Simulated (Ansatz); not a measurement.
**Work and stress of cleavage in TiGa3**

The calculation used DFT PBEsol, scalar-relativistic, plane waves, PAW in Ansatz 0.2.0. Cutoff 420 eV, Γ-centred 12×12×3 k-points, Gaussian smearing of 0.15 eV. No spin polarisation. Energies are free energies at this smearing, counted from the undisturbed cell; pressure is positive in compression.

The starting cell (relaxed at this level; it needn't be the usual structure):

```xyz
16
Lattice="-3.7456 0.0000 0.0000 0.0000 -3.7456 0.0000 0.0000 0.0000 17.3528" Properties=species:S:1:pos:R:3 pbc="T T T"
Ti   -1.8728   -1.8728    3.2537
Ti    0.0000    0.0000   16.2683
Ti   -1.8728   -1.8728   11.9301
Ti    0.0000    0.0000    7.5919
Ga    0.0000    0.0000    3.2537
Ga   -1.8728   -1.8728   16.2683
Ga    0.0000    0.0000   11.9301
Ga   -1.8728   -1.8728    7.5919
Ga   -1.8728    0.0000    5.4228
Ga    0.0000   -1.8728    1.0846
Ga   -1.8728    0.0000   14.0992
Ga    0.0000   -1.8728    9.7610
Ga    0.0000   -1.8728    5.4228
Ga   -1.8728    0.0000    1.0846
Ga    0.0000   -1.8728   14.0992
Ga   -1.8728    0.0000    9.7610
```

The cut lies on the cell's a–b face, a (0 0 1) plane (indices in the standard cell, whose axes needn't be the Cartesian ones shown) of area 14.03 Å², between layers 2.17 Å apart. Vector c is lengthened by d along the normal with the atoms' Cartesian places fixed: one unrelaxed cut a cell. The traction is positive where the two halves pull on each other.

| d (Å) | energy (J/m²) | traction (GPa) |
| --- | --- | --- |
| 0.00 | 0.00 | 0.1 |
| 0.50 | 0.65 | 20.1 |
| 1.00 | 1.67 | 19.0 |
| 2.00 | 2.96 | 7.1 |
| 3.00 | 3.33 | 1.4 |
| 6.00 | 3.40 | 0.0 |

What are the work of separation and the cleavage stress, and do they fit the universal binding curve?

The energy levels off near W ≈ 3.40 J/m² (the traction is down to 0.0 GPa), the energy of the two unrelaxed faces, 1.70 J/m² each on average. The largest sampled traction is 20.1 GPa at d = 0.50 Å, and a parabola through it and its two neighbours peaks at σ_max ≈ 22.2 GPa, d ≈ 0.72 Å. The curve E = W[1 − (1 + d/ℓ)exp(−d/ℓ)] peaks in traction at d = ℓ with σ_max = W/(eℓ); with 1 J/m² per Å = 10 GPa this W and σ_max give ℓ = 0.56 Å. A parabola through that curve at the same three d peaks at 0.67 Å, against 0.72 Å here, a fair fit. Real crystals break at far lower stress, because cracks concentrate it, and on the plane of lowest W, which needn't be this one.

The cut is rigid; relaxing the faces lowers these energies and usually the stresses.

In a metal these slopes depend on the k mesh and the smearing.

Cost: 6 runs of about 17 core-minutes in all, on AMD EPYC 7B13 (Zen 3) (shared hosts).